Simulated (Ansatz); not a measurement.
Fe:
```xyz
1
Lattice="-1.3927 1.3927 1.3927 1.3927 -1.3927 1.3927 1.3927 1.3927 -1.3927" Properties=species:S:1:pos:R:3 pbc="T T T"
Fe     0.0000     0.0000     0.0000
```
The run is spin-polarised; directions of the spins, atom by atom: ↑.

Relaxed with PBEsol.

Q: Which orbitals make up the states near the Fermi level in PBEsol in the plane-wave PAW code Ansatz?

A: Within 0.5 eV of the Fermi level: Fe 3d 91 %. Projections are on Löwdin-orthogonalised atomic valence shells; empty p or d shells of many metals are not among them.

Q: Tabulate the density of states.

A: States/eV per cell of 1 atom, in 0.25 eV bins, energy from the Fermi level.

```csv
E (eV),total,Fe 3d,Fe 4s
-7.85,0.07,0.00,0.06
-7.60,0.08,0.00,0.07
-7.35,0.09,0.00,0.08
-7.10,0.10,0.00,0.09
-6.85,0.11,0.01,0.10
-6.60,0.12,0.01,0.11
-6.35,0.14,0.01,0.12
-6.10,0.16,0.02,0.13
-5.85,0.18,0.03,0.15
-5.60,0.22,0.05,0.16
-5.35,0.36,0.15,0.19
-5.10,0.60,0.38,0.22
-4.85,0.73,0.51,0.21
-4.60,1.00,0.77,0.22
-4.35,0.91,0.71,0.18
-4.10,0.80,0.63,0.15
-3.85,0.68,0.53,0.13
-3.60,1.77,1.62,0.12
-3.35,1.51,1.37,0.11
-3.10,1.59,1.42,0.12
-2.85,1.82,1.64,0.12
-2.60,1.57,1.44,0.08
-2.35,0.80,0.72,0.04
-2.10,1.45,1.35,0.03
-1.85,1.59,1.48,0.03
-1.60,1.71,1.58,0.04
-1.35,2.32,2.18,0.05
-1.10,3.07,2.90,0.08
-0.85,3.03,2.91,0.06
-0.60,1.43,1.32,0.05
-0.35,0.99,0.89,0.05
-0.10,0.93,0.85,0.04
0.15,0.96,0.88,0.04
0.40,0.69,0.63,0.04
0.65,0.83,0.76,0.05
0.90,1.00,0.92,0.05
1.15,1.34,1.26,0.05
1.40,1.35,1.27,0.05
1.65,1.71,1.61,0.06
1.90,2.03,1.91,0.08
2.15,0.94,0.82,0.08
2.40,0.61,0.48,0.08
2.65,0.36,0.22,0.09
2.90,0.32,0.17,0.09
3.15,0.31,0.15,0.09
3.40,0.29,0.13,0.09
3.65,0.28,0.11,0.09
3.90,0.27,0.10,0.08
4.15,0.25,0.08,0.08
4.40,0.24,0.07,0.07
4.65,0.23,0.06,0.07
```

Space group Im-3m (bcc (W type)). The cell was relaxed with PBEsol under the symmetry of its start. Magnetic state: ferromagnetic, chosen from 3 collinear starts compared on coarse meshes (ties went to the first, and starts can fall back to one state), not a proven ground state. Textbook magnetic order: ferromagnetic.

Potentials: the earlier of the program's two PAW sets. The files were generated under PBE; for other functionals the program regenerates the frozen cores, and for LDA and PBEsol the local potential too.
